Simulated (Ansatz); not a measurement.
# Sb: course of a relaxation

Level of theory: Ansatz, DFT r2SCAN, scalar-relativistic, plane waves, PAW. Run with 500 eV cutoff, 14×14×14 k-mesh, Gaussian smearing of 0.10 eV, no spin polarisation.

What was changed: relaxed at 12 GPa.

A cell with an odd number of electrons and no spin polarisation is a metal by construction and may be lower with spin.

Other phases may be more stable at this pressure.

Command:

```bash
ansatz run input.yaml --threads 1 --pin off --max-ram 2560MiB --backend cpu --events-out ev --progress --plain --runs-dir out
```

Input:

```yaml
crystal:
  lattice:
    - [2.9450322618, 0.0, 0.0]
    - [0.0, 2.9450322618, 0.0]
    - [0.0, 0.0, 2.9450322618]
  atoms:
    - { symbol: Sb, position: [0.0, 0.0, 0.0] }
basis:
  ecutwfc: 500
kpoints:
  mp_grid: { grid: [14, 14, 14] }
hamiltonian:
  xc: r2scan
scf:
  occupations: { method: gaussian, width: 0.1 }
output:
  forces: true
  stress: true
  eigenvalues: true
relax:
  adjacent_minimum: "off"
  f_tol: 0.008
  max_steps: 50
  cell: { stress_tol: 0.08, p_target: 12.0 }
```

F is the free energy. Steps run on the plane waves of an earlier cell, but the last one, and at times one on the way, on a freshly chosen basis, so a repeated geometry can differ a little in energy. The relaxation lowers the enthalpy F + PV at the target pressure, so F itself can rise.

Steps:

```json
{"step": "1", "F − F(1) (eV)": "0.0000", "largest force component (eV/Å)": "0.000", "V (Å³/atom)": "25.543", "P (GPa)": "11.49"}
{"step": "2", "F − F(1) (eV)": "0.0244", "largest force component (eV/Å)": "0.000", "V (Å³/atom)": "25.223", "P (GPa)": "12.94"}
{"step": "3", "F − F(1) (eV)": "0.0083", "largest force component (eV/Å)": "0.000", "V (Å³/atom)": "25.429", "P (GPa)": "11.99"}
{"step": "4", "F − F(1) (eV)": "0.0083", "largest force component (eV/Å)": "0.000", "V (Å³/atom)": "25.429", "P (GPa)": "11.99"}
```

Relaxed structure:

```cif
data_structure
_symmetry_space_group_name_H-M 'P 1'
_symmetry_Int_Tables_number 1
_cell_length_a 2.9407
_cell_length_b 2.9407
_cell_length_c 2.9407
_cell_angle_alpha 90.000
_cell_angle_beta 90.000
_cell_angle_gamma 90.000
_cell_volume 25.43
loop_
_atom_site_label
_atom_site_type_symbol
_atom_site_fract_x
_atom_site_fract_y
_atom_site_fract_z
_atom_site_occupancy
Sb1 Sb 0.00000 0.00000 0.00000 1
```

The structure is cubic, space group Pm-3m (No. 221). Conventional cell: a = 2.941 Å, b = 2.941 Å, c = 2.941 Å, α = 90.00°, β = 90.00°, γ = 90.00°. Around Sb (site symmetry m-3m) lie 6 Sb at 2.94 Å.

The run converged. It took 24 s on 1 thread of Arm Neoverse V1 (shared host), peak memory 0.39 GiB.